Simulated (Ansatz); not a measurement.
LiNbO₃:
```cif
data_Li6Nb6O18
_chemical_formula_sum 'Li6 Nb6 O18'
_space_group_name_H-M_alt 'R3c :H'
_space_group_IT_number 161
_space_group_name_Hall 'R 3 -2"c'
_cell_length_a 5.06740
_cell_length_b 5.06740
_cell_length_c 13.68749
_cell_angle_alpha 90.000
_cell_angle_beta 90.000
_cell_angle_gamma 120.000
loop_
_atom_site_label
_atom_site_type_symbol
_atom_site_symmetry_multiplicity
_atom_site_Wyckoff_symbol
_atom_site_fract_x
_atom_site_fract_y
_atom_site_fract_z
_atom_site_occupancy
Li1 Li 6 a 0.00000 0.00000 0.28116 1
Nb1 Nb 6 a 0.00000 0.00000 0.49752 1
O1 O 18 b 0.04272 0.34563 0.06281 1
```
(The calculation used a cell of 10 atoms; values per cell refer to that cell.)

Relaxed with LDA.

Task: Give the optical modes at the zone centre with their infrared and Raman activity from DFPT, LDA (plane waves, PAW; program Ansatz).

Result: Transverse frequencies, without the LO–TO term; a row sums one degenerate level.

```
ω (cm⁻¹)  degeneracy  IR ((D/Å)²/amu)  Raman (Å⁴/amu)  activity  symmetry
--------  ----------  ---------------  --------------  --------  --------
152                2            50.81             120  IR+Raman         E
216                1             0.00               0    silent        A2
216                2             6.33             190  IR+Raman         E
240                1            57.28             680  IR+Raman        A1
262                2            37.14              47  IR+Raman         E
285                1             0.27              92  IR+Raman        A1
296                1             0.00               0    silent        A2
333                2            20.43             120  IR+Raman         E
357                1             2.09             7.8  IR+Raman        A1
376                2            33.47              24  IR+Raman         E
388                2             0.77             140  IR+Raman         E
414                1             0.00               0    silent        A2
432                2             2.06             170  IR+Raman         E
455                1             0.00               0    silent        A2
581                2           117.39             730  IR+Raman         E
609                1            61.28            2600  IR+Raman        A1
670                2             2.84              23  IR+Raman         E
890                1             0.00               0    silent        A2
```

Task: How high does the top mode go among those that the LO–TO term moves?

Result: 860 cm⁻¹ for q along x, 860 cm⁻¹ for q along y, 852 cm⁻¹ for q along z.

The LDA relaxation kept the symmetry of its start. The run is not spin-polarised.

Potentials: the later of the program's two PAW sets.
